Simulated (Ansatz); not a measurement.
**AlN, first-principles data**

AlN:
```cif
data_Al4N4
_chemical_formula_sum 'Al4 N4'
_space_group_name_H-M_alt 'Fm-3m'
_space_group_IT_number 225
_space_group_name_Hall '-F 4 2 3'
_cell_length_a 4.01097
_cell_length_b 4.01097
_cell_length_c 4.01097
_cell_angle_alpha 90.000
_cell_angle_beta 90.000
_cell_angle_gamma 90.000
loop_
_atom_site_label
_atom_site_type_symbol
_atom_site_symmetry_multiplicity
_atom_site_Wyckoff_symbol
_atom_site_fract_x
_atom_site_fract_y
_atom_site_fract_z
_atom_site_occupancy
Al1 Al 4 a 0.00000 0.00000 0.00000 1
N1 N 4 b 0.50000 0.50000 0.50000 1
```
(The calculation used a cell of 2 atoms; values per cell refer to that cell.)

Space group Fm-3m (No. 225), rock salt; conventional cell a = b = c = 4.0110 Å, α = β = γ = 90.00°.

Method: LDA in the plane-wave PAW code Ansatz. Structure relaxed to zero pressure with the same functional. Other levels are named where they apply.

### Cell and energy

| Property | Value |
|---|---|
| Volume per atom | 8.07 Å³ |
| Density | 4.22 g/cm³ |
| Formation energy from the elements (no fitted shifts) | -1.57 eV/atom |

### Electronic structure

| Property | Result |
|---|---|
| Band gap | 4.71 eV (indirect) |
| Valence-band maximum | at Γ |
| Conduction-band minimum | at X (3 equivalent valleys) |
| Smallest direct gap on the standard path | 6.10 eV |
| Electron effective mass | 0.34, 0.34, 0.59 mₑ (principal values) |
| Hole effective mass, band 1 of 3 at the edge | 0.90 along [100], 5.7 along [110], 2.1 along [111] (mₑ) |
| Hole effective mass, band 2 of 3 at the edge | 0.90 along [100], 0.90 along [110], 2.1 along [111] (mₑ) |
| Hole effective mass, band 3 of 3 at the edge | 0.35 along [100], 0.27 along [110], 0.25 along [111] (mₑ) |

### Mechanics

| Property | Value |
|---|---|
| Bulk modulus (Birch–Murnaghan fit) | 277 GPa |
| Pressure derivative B′ | 3.9 |
| Elastic constants (relaxed ions, GPa) | C11 = 482, C12 = 175, C44 = 326 |
| Mechanical stability | stable (all eigenvalues of C positive) |
| Hill bulk and shear moduli | 277 and 241 GPa |
| Young's modulus | 561 GPa |
| Poisson's ratio | 0.16 |
| Debye temperature from the elastic constants | 1230 K |

### Dielectric response

| Property | Value |
|---|---|
| Electronic dielectric constant ε∞ (DFPT) | 5.04 |
| Static dielectric constant ε0 (ions relaxed, cell fixed) | 17.7 |
| Born charges (a third of the trace) | Al +2.95, N -2.95 e |

### Phonons

| Property | Result |
|---|---|
| Highest zone-centre frequency (without LO–TO term) | 477 cm⁻¹ |
| Zone-centre stability | no imaginary mode at Γ |
| Dynamical stability on the path | stable (no imaginary branch) |
| Zero-point energy | 92.8 meV/atom |
| Vibrational entropy at 300 K | 10.1 J/(K·mol of atoms) |

This is a known high-pressure phase of the composition, computed here at zero pressure and temperature. The LDA relaxation kept the symmetry of its start. The volume moved by -39 % from the start of the relaxation. The references are the lowest solids computed at this level, not always the standard phases (solids in place of the gases).

Potentials: the later of the program's two PAW sets.
